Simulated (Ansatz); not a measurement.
Cs (fcc (Cu type), space group No. 225) at seven volumes, plane-wave PAW PBEsol (Ansatz code), scaled uniformly. One row is withheld.

```csv
V (Å³/atom),P (GPa)
98.662,0.23
101.915,0.14
105.168,0.07
108.420,0.00
111.673,?
114.925,-0.11
118.178,-0.15
```

Q: Fit the shown pressures and predict the withheld one.

A: Third-order Birch–Murnaghan: P = (3/2)B₀(x^(7/2) − x^(5/2))[1 + (3/4)(B′ − 4)(x − 1)] with x = (V₀/V)^(2/3). Least squares on the six rows gives V₀ = 108.448 Å³/atom, B₀ = 2.055 GPa, B′ = 3.54. At V = 111.673, x = 0.9807 and P = -0.06 GPa. The run itself gave -0.06 GPa.

Space group Fm-3m (fcc (Cu type)). The workflow started from a Materials Project entry (that database holds measured and hypothetical structures alike); the Crystallography Open Database files this formula in space group No. 225, but the cells were not matched. It is not the phase usual at ambient conditions (space group No. 229). The PBEsol relaxation kept the symmetry of its start; its stability against distortions is not shown here. Spin–orbit coupling is left out wherever it is not named.

Potentials: the earlier of the program's two PAW sets. The files were generated under PBE; for other functionals the program regenerates the frozen cores, and for LDA and PBEsol the local potential too.
